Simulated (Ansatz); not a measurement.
Ansatz input

```yaml
crystal:
  lattice:
    - [4.7435164082, 0.0, 0.0]
    - [-2.3717582041, 4.1080057128, 0.0]
    - [0.0, 0.0, 2.6002839688]
  atoms:
    - { symbol: Nb, position: [1.0, 1.0, 1.0], spin: 1.0 }
    - { symbol: Nb, position: [0.3333333333, 0.6666666667, 0.5], spin: 1.0 }
    - { symbol: Nb, position: [0.6666666667, 0.3333333333, 0.5], spin: 1.0 }
hamiltonian:
  xc: mr2scan
  pseudopotentials:
    kind: paw
    azcp:
      Nb: "pseudopotentials/Nb.paw.azcp"
basis:
  ecutwfc: 500
  fft_grid_basis: typed
kpoints:
  mp_grid: { grid: [10, 10, 15], shift: [0, 0, 0] }
magnetization:
  spin_polarized: true
scf:
  occupations: { method: fermi_dirac, width: 0.05 }
output:
  stress: true
```

Terminal output

```
Engine: ansatz 0.2.0, aarch64-unknown-linux-gnu
Pseudopotentials: kind: paw
Pseudopotential: Nb, paw, valence charge 13, recommended cutoff 500 eV (meta_gga) 
Functional definition: m-r2SCAN
  exchange = m_r2scan_x
  correlation = m_r2scan_c
Crystal: 3 atoms, lattice volume = 50.670 Å³
Basis set: ecut = 500 eV, 1287 PW (Γ), exchange–correlation on 144×144×80 points (64 copies of the dense FFT grid, shifted against one another)
Bands: 26, of which v1, the nominal top of the filled ones, is band 20 counted from 1 (19 counted from 0)
Symmetry: 24 space group operations
Space group: P6/mmm (ITA 191), of the structure as read, at distance tolerance 3.7e-5 Å
Magnetic group: BNS 191.233 (UNI 1463), of the structure as read, at distance tolerance 3.7e-5 Å
k-points: 112 of 1500
Non-local potential: Nb, projectors of the file, l = 0: 3, l = 1: 2, l = 2: 2, l = 3: 1
PAW form: soft (Blöchl's): semilocal exchange-correlation on the pseudo side does not see the compensation charge
PAW frozen core: Nb, regenerated for the run's functional (the file was generated under x = pbe(κ = 0.804, μ = 0.2195149727645171), c = pbe(β = 0.06672455060314922))
PAW one-centre angular grid: Nb, 590 points (default); XC on 160 Gauss nodes
Initial density: superposition of atomic densities (chi_scale 0.1, normalization cell)
Starting moments: Σ|m| = 3 μB on 3 of 3 sites
Initial wavefunctions: pseudopotential atomic-orbital guess
Functional: x = mr2scan, c = mr2scan; τ floored in thin density (d = 2e-4 eV/Å³)
SCF iter   1: F=—  HF=-13690.547857 eV  |F-HF|=—  |Δ(HF+E_count)|=         —  Δρ=5.43e-2 (↑5.43e-2 ↓2.83e-2)  dr2=3.12e0  dr2_τ=3.54e-2  dr2_m=2.19e-1  M=1.388 μB ∫|m|=1.388 μB  β_m=0.56  ethr=3.10e-3  ⟨swp⟩=5.5  Hψ=23794  notcnv=0
Mixer restart at iter 1: flushing history
SCF iter   2: F=—  HF=-13690.058923 eV  |F-HF|=—  |Δ(HF+E_count)|=   4.89e-1  Δρ=3.66e-2 (↑3.66e-2 ↓2.36e-2)  dr2=1.71e0  dr2_τ=1.09e-2  dr2_m=7.00e-2  M=1.109 μB ∫|m|=1.109 μB  β_m=0.32  ethr=3.10e-3  ⟨swp⟩=2.4  Hψ=9951  notcnv=0  defer=182  κ⁻¹=1.0e0(r=1)
SCF iter   3: F=—  HF=-13689.966842 eV  |F-HF|=—  |Δ(HF+E_count)|=   9.21e-2  Δρ=1.18e-2 (↑6.82e-3 ↓1.18e-2)  dr2=9.59e-2  dr2_τ=2.02e-3  dr2_m=9.48e-3  M=0.393 μB ∫|m|=0.393 μB  β_m=0.30  ethr=3.10e-3  ⟨swp⟩=2.0  Hψ=10701  notcnv=0  defer=182  κ⁻¹=3.8e-2(r=2)
SCF iter   4: F=—  HF=-13690.119330 eV  |F-HF|=—  |Δ(HF+E_count)|=         —  Δρ=6.10e-3 (↑5.06e-3 ↓6.10e-3)  dr2=1.58e-2  dr2_τ=9.10e-4  dr2_m=5.81e-3  M=0.023 μB ∫|m|=0.086 μB  β_m=0.37  ethr=2.46e-4  ⟨swp⟩=2.9  Hψ=11411  notcnv=0  defer=192
Mixer restart at iter 4: flushing history
SCF iter   5: F=—  HF=-13690.118038 eV  |F-HF|=—  |Δ(HF+E_count)|=   1.29e-3  Δρ=4.30e-3 (↑3.47e-3 ↓4.30e-3)  dr2=7.56e-3  dr2_τ=3.18e-4  dr2_m=2.90e-3  M=0.034 μB ∫|m|=0.066 μB  β_m=0.30  ethr=4.06e-5  ⟨swp⟩=1.3  Hψ=6647  notcnv=0  defer=192  κ⁻¹=1.0e0(r=1)
SCF iter   6: F=—  HF=-13690.119657 eV  |F-HF|=—  |Δ(HF+E_count)|=   1.62e-3  Δρ=9.56e-4 (↑6.58e-4 ↓9.56e-4)  dr2=2.80e-4  dr2_τ=1.80e-5  dr2_m=1.56e-4  M=0.015 μB ∫|m|=0.020 μB  β_m=0.82  ethr=1.94e-5  ⟨swp⟩=2.3  Hψ=10272  notcnv=0  defer=192  κ⁻¹=6.0e-2(r=2)
...
SCF iter  14: F=—  HF=-13690.120119 eV  |F-HF|=—  |Δ(HF+E_count)|=   3.44e-9  Δρ=6.83e-7 (↑5.98e-7 ↓6.83e-7)  dr2=4.11e-11  dr2_τ=3.03e-11  dr2_m=1.76e-10  M=-0.000 μB ∫|m|=0.000 μB  β_m=0.56  ethr=1.00e-12  ⟨swp⟩=1.0  Hψ=16503  notcnv=0  κ⁻¹=2.2e-7(r=8)
SCF iter  15: F=—  HF=-13690.120119 eV  |F-HF|=—  |Δ(HF+E_count)|=  4.15e-10  Δρ=4.14e-7 (↑3.41e-7 ↓4.14e-7)  dr2=2.66e-11  dr2_τ=7.12e-12  dr2_m=5.79e-11  M=-0.000 μB ∫|m|=0.000 μB  β_m=0.47  ethr=1.00e-12  ⟨swp⟩=2.0  Hψ=8870  notcnv=0  κ⁻¹=4.2e-7(r=8)
SCF iter  16: F=-13690.120119 eV  HF=-13690.120119 eV  |F-HF|=2.55e-11  |Δ(HF+E_count)|=  2.04e-10  Δρ=2.16e-7 (↑1.87e-7 ↓2.16e-7)  dr2=9.48e-12  dr2_τ=1.64e-12  dr2_m=1.54e-11  M=-0.000 μB ∫|m|=0.000 μB  ethr=1.00e-12  ⟨swp⟩=2.0  Hψ=10924  notcnv=0
SCF 1 converged in 16 iterations: F = -13690.120119 eV  dr2 = 9.48e-12
WARN: the starting moments were not kept: the SCF closed with an absolute magnetisation of 1.1e-5 μB, where they sum to 3 μB in size (3 sites). That is at most 0.1 of that sum. Measured as dr2_m measures the in/out step, that magnetisation stands 9.6e-12 eV from none, at or under the dr2_threshold of 1.0e-7 eV: it is no larger than a step whose dr2_m would equal this threshold. The system may hold no moment; this SCF shows only that its start led to no more than that. To try another start: raise the starting moments (crystal.atoms[].spin, magnetization.per_species, magnetization.initial_magnetization, or on a non-collinear deck that types none of these the spinor_matrix: blocks that start its atoms; where the total moment is fixed, keep their sum and leave initial_magnetization as it is; typed ones take the place of any that the run laid by itself, positive ones on a crystal's lanthanoids without a Hubbard term where scf.initial_density.shell_occupations: [] is typed) or, if the notice of its spin-set hold's release reads "site moments contracting" or "site moments show no strong build", lengthen the hold (scf.mixing.spin_hold: { on: { confirm: 4 } }; for m-r²SCAN on two components see the key's manual first). Each may lead to a state that holds a moment. A second SCF, from the converged charge density, with the starting moments and any scf.initial_density.shell_occupations laid on it anew, would have followed, and was not run: the deck does not ask for one (magnetization.retry_lost_moments is false, the default). To let it run, set magnetization.retry_lost_moments: true and run the deck again, where that key's refused combinations let it; where memory then withholds it, that run's warning says so.
this state was not tested for a lower state beside it, because the mixer in use, unlike msr1, does not test its closes by its own steps (another_mixer; see scf.mixing.algorithm and scf.lower_state_search)
SCF converged after 16 iterations
Magnetization: -0.0000 μB (19.5000 up, 19.5000 down)
Absolute magnetization: 0.0000 μB (∫|ρ↑−ρ↓|, with the PAW one-centre terms)
Spin contamination: 0.0000 ħ² per cell (⟨S²⟩ above its minimum at these occupations)
Per-site moments (μB) at R_I (Å): [(2.8067117608246925e-6, 1.07261713713), (-2.4516697025258874e-6, 1.07261713713), (-2.4516697026880658e-6, 1.07261713713)]
Free energy (F): -13690.120119 eV
Harris-Foulkes:  -13690.120119 eV  (|F-HF|=2.55e-11)
Internal energy: -13690.099635 eV  (E = F + TS)
E sigma→0 (E₀):  -13690.109877 eV
Entropy (-TS):   -0.020483 eV (-6.828 meV/atom)
Fermi energy:    19.358775 eV
--- Per-component energies (eV) ---
  E_band       = -182.496712
  E_kinetic    = 1192.761874
  E_local      = -1982.064397  (includes V_loc(G=0)·N_el)
  E_nonlocal   = 360.720597
  E_hartree    = 621.473140
  E_xc         = -512.364754
  E_vxc        = -715.309558  (∫ρ·V_xc dr)
  E_paw        = -9271.968015  (= ΣΔE_a)
  E_vpaw       = -326.595189  (= ΣTr[D̂ρ^β])
  E_aug_tail   = 0.000012  (compensation charges beyond the density's cutoff)
  E_vtau       = 45.043577  (kinetic-family band-sum trace: ∫τ·v_τ [+ j·A + Jᵃ·Aᵃ] dr)
  E_ewald      = -4098.080801
  E_core_change = -0.577292  (= ΣΔE_core)
  E_smearing   = -0.020483  (= −TS)
  E_closure    = 0.000000  (closes the sum)
  Σ components = -13690.120119   (vs F -13690.120119, Δ=0.00e0)
--- Stress (GPa, compression-positive) ---
       16.300669      -0.000000       0.000000
       -0.000000      16.300669       0.000000
        0.000000       0.000000      16.495082
  P = ⅓ Tr σ = 16.3655 GPa (163.655 kbar)
```
